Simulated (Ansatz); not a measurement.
In:
```
In
1.0
    3.30755     0.00000     0.00000
   -1.65377     2.86442     0.00000
    0.00000     0.00000     5.59141
In
2
Direct
  0.33333   0.66667   0.25000
  0.66667   0.33333   0.75000
```

Relaxed with r²SCAN.

**Question.** Which orbitals make up the states near the Fermi level in DFT-r²SCAN in the program Ansatz with PAW potentials?

**Answer.** Within 0.5 eV of the Fermi level: In 5p 69 %, In 5s 28 %. Projections are on Löwdin-orthogonalised atomic valence shells; empty p or d shells of many metals are not among them.

**Question.** Tabulate the density of states.

**Answer.** States/eV per cell of 2 atoms, in 0.25 eV bins, energy from the Fermi level.

| E (eV) | total | In 5p | In 5s | In 4d |
|---|---|---|---|---|
| -7.85 | 0.42 | 0.22 | 0.19 | 0.00 |
| -7.60 | 0.44 | 0.24 | 0.20 | 0.00 |
| -7.35 | 0.47 | 0.26 | 0.21 | 0.00 |
| -7.10 | 0.49 | 0.27 | 0.21 | 0.00 |
| -6.85 | 0.51 | 0.28 | 0.22 | 0.00 |
| -6.60 | 0.53 | 0.29 | 0.23 | 0.00 |
| -6.35 | 0.55 | 0.30 | 0.24 | 0.00 |
| -6.10 | 0.57 | 0.31 | 0.26 | 0.01 |
| -5.85 | 0.60 | 0.32 | 0.27 | 0.01 |
| -5.60 | 0.62 | 0.33 | 0.29 | 0.01 |
| -5.35 | 0.66 | 0.33 | 0.31 | 0.01 |
| -5.10 | 0.72 | 0.35 | 0.37 | 0.01 |
| -4.85 | 0.75 | 0.35 | 0.40 | 0.01 |
| -4.60 | 0.69 | 0.32 | 0.37 | 0.01 |
| -4.35 | 0.66 | 0.30 | 0.35 | 0.01 |
| -4.10 | 0.64 | 0.29 | 0.34 | 0.01 |
| -3.85 | 0.66 | 0.31 | 0.34 | 0.01 |
| -3.60 | 0.72 | 0.34 | 0.38 | 0.01 |
| -3.35 | 0.79 | 0.35 | 0.43 | 0.01 |
| -3.10 | 0.76 | 0.33 | 0.42 | 0.01 |
| -2.85 | 0.79 | 0.35 | 0.43 | 0.01 |
| -2.60 | 0.78 | 0.34 | 0.42 | 0.00 |
| -2.35 | 0.67 | 0.34 | 0.32 | 0.00 |
| -2.10 | 0.59 | 0.38 | 0.20 | 0.00 |
| -1.85 | 0.59 | 0.42 | 0.16 | 0.00 |
| -1.60 | 0.75 | 0.56 | 0.18 | 0.01 |
| -1.35 | 0.94 | 0.69 | 0.23 | 0.01 |
| -1.10 | 0.97 | 0.69 | 0.26 | 0.01 |
| -0.85 | 0.93 | 0.64 | 0.28 | 0.01 |
| -0.60 | 0.89 | 0.59 | 0.28 | 0.01 |
| -0.35 | 0.84 | 0.56 | 0.27 | 0.00 |
| -0.10 | 0.86 | 0.59 | 0.25 | 0.01 |
| 0.15 | 0.94 | 0.67 | 0.25 | 0.01 |
| 0.40 | 1.03 | 0.74 | 0.26 | 0.01 |
| 0.65 | 1.05 | 0.77 | 0.26 | 0.01 |
| 0.90 | 0.91 | 0.67 | 0.22 | 0.00 |
| 1.15 | 0.98 | 0.74 | 0.21 | 0.01 |
| 1.40 | 1.02 | 0.77 | 0.22 | 0.01 |
| 1.65 | 0.96 | 0.71 | 0.22 | 0.00 |
| 1.90 | 0.91 | 0.66 | 0.22 | 0.00 |
| 2.15 | 0.96 | 0.70 | 0.22 | 0.00 |
| 2.40 | 1.06 | 0.78 | 0.23 | 0.00 |
| 2.65 | 1.03 | 0.77 | 0.22 | 0.00 |
| 2.90 | 0.96 | 0.72 | 0.20 | 0.00 |
| 3.15 | 0.94 | 0.71 | 0.17 | 0.00 |
| 3.40 | 1.03 | 0.80 | 0.16 | 0.00 |
| 3.65 | 1.17 | 0.90 | 0.18 | 0.00 |
| 3.90 | 1.23 | 0.95 | 0.19 | 0.00 |
| 4.15 | 1.19 | 0.93 | 0.16 | 0.00 |
| 4.40 | 1.21 | 0.96 | 0.14 | 0.00 |
| 4.65 | 1.22 | 0.97 | 0.13 | 0.00 |

Space group P6_3/mmc (hcp (Mg type)). The workflow started from a Materials Project entry (that database holds measured and hypothetical structures alike); the Crystallography Open Database copy checked does not list it. It is not the phase usual at ambient conditions (space group No. 139). The cell was relaxed with r²SCAN under the symmetry of its start; whether a distortion lowers the energy is not shown. Scalar-relativistic: spin–orbit coupling is off unless named, which matters more the heavier the elements.

Potentials: the later of the program's two PAW sets.
